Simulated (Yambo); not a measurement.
One stored BSE kernel of dimension 648 for ZnS (zinc blende, space group F-43m, No. 216) (Yambo, LDA bands; 6×6×6 mesh, 3 valence and 1 conduction bands, static screening with 27 bands and a 4 Ry block, scissor 1.54 eV, Tamm-Dancoff; broadening 0.15 eV; field along x), solved in several ways.

```csv
solver,iterations,largest change of Im ε (% of its maximum),rough time
"Haydock, threshold 2 %",9,38,within a factor of two
"Haydock, threshold 0.5 %",13,33,within a factor of two
"Haydock, threshold 0.1 %",21,5.3,within a factor of two
"Haydock, threshold 0.005 %",37,0.5,1
"SLEPc, lowest 10 states",–,no full spectrum,within a factor of two
"SLEPc, lowest 60 states",–,no full spectrum,within a factor of two
full diagonalisation,–,reference,within a factor of two
```

Haydock gives the spectrum without eigenstates, SLEPc the lowest states alone, full diagonalisation everything at a cost that grows as the cube of the dimension. Times include reading the kernel. Times are rough ratios from shared machines. Mesh and scissor weren't tested; the rows compare only with each other.

Geometry relaxed with LDA; primitive cell a = b = c = 3.7446 Å, α = β = γ = 60.00°.
